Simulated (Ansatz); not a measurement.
## Relaxing AuCu3-type GdMn3

Method: PBE+U (U_eff = 6 eV on Gd 4f), scalar-relativistic; collinear spin; PAW, 420 eV, Γ-centred 8×8×8 mesh, 0.05 eV Gaussian smearing; code Ansatz; PAW files: Ansatz's generated set soft_2.

The cell came from substitution into a structure type; whether the compound takes it is for experiment to say.

The first cell:

```
Gd Mn
1.0
     4.03429    0.00000    0.00000
     0.00000    4.03429    0.00000
     0.00000    0.00000    4.03429
Gd Mn
1 3
Direct
  0.00000 0.00000 0.00000
  0.00000 0.50000 0.50000
  0.50000 0.50000 0.00000
  0.50000 0.00000 0.50000
```

Moments typed, the run going on from the state of an earlier one (μB, in the order of the atoms): 7.0, 3.5, 3.5, 3.5.

The first steps of the search for zero pressure:

| run | level | k-mesh | kind | V (Å³/atom) | P (GPa) | gap on the mesh (eV) | largest moment (μB) |
| --- | --- | --- | --- | --- | --- | --- | --- |
| 1 | PBE+U | 6×6×6 | fixed cell | 16.41 | 6.2 | metal | 7.18 |
| 2 | PBE+U | 6×6×6 | fixed cell | 17.09 | 2.4 | metal | 7.21 |

**Question.** At which volume does PBE+U reach zero pressure?

**Answer.** 17.62 Å³/atom, about 7.3 % over the start.

The steps that followed:

| run | level | k-mesh | kind | V (Å³/atom) | P (GPa) | E − E(final) (meV/atom) | gap on the mesh (eV) | largest moment (μB) |
| --- | --- | --- | --- | --- | --- | --- | --- | --- |
| 3 | PBE+U | 6×6×6 | fixed cell | 17.62 | -0.2 | – | metal | 7.24 |
| 4 | PBE+U | 8×8×8 | fixed cell | 17.62 | 0.0 | 0.0 | metal | 7.23 |

Cell and atoms are those of this level's equilibrium.

The final structure (symmetry read at 0.01 Å). It takes space group Pm-3m (No. 221, cubic). Conventional cell: a = 4.131 Å, b = 4.131 Å, c = 4.131 Å, α = 90.00°, β = 90.00°, γ = 90.00°. Gd (site symmetry m-3m) has 12 Mn at 2.92 Å as nearest neighbours. Mn (site symmetry 4/mmm) is surrounded by 4 Gd at 2.92 Å and 8 Mn at 2.92 Å. (Neighbours are counted to 15 % beyond the shortest distance.)

- Of 4 converged starts of the open shells, 4 reached the lowest state found.
- Among 9 magnetic starts the lowest energy, to 0.5 meV/atom, came from: as typed; ferrimagnetic in the cell, signs +---; small parallel starting moments. The next state (ferrimagnetic in the cell, signs ++--) lies 81.2 meV/atom higher.
- At the final geometry the gap, band path included, is zero (metallic) and the site spin moments are Gd 7.23; Mn -3.38 μB.
- The equation of state gives B0 = 78 GPa.
- The runs in the table took roughly 0.9 core-minutes.

Open d and f shells can converge to several self-consistent states; this is the one that the run reached. These numbers lack spin–orbit coupling. Site moments are of spin, integrated over atomic spheres. A U of this size is made for insulators; in a metal, as here, it tends to take f weight out of the bonding and to swell the cell.
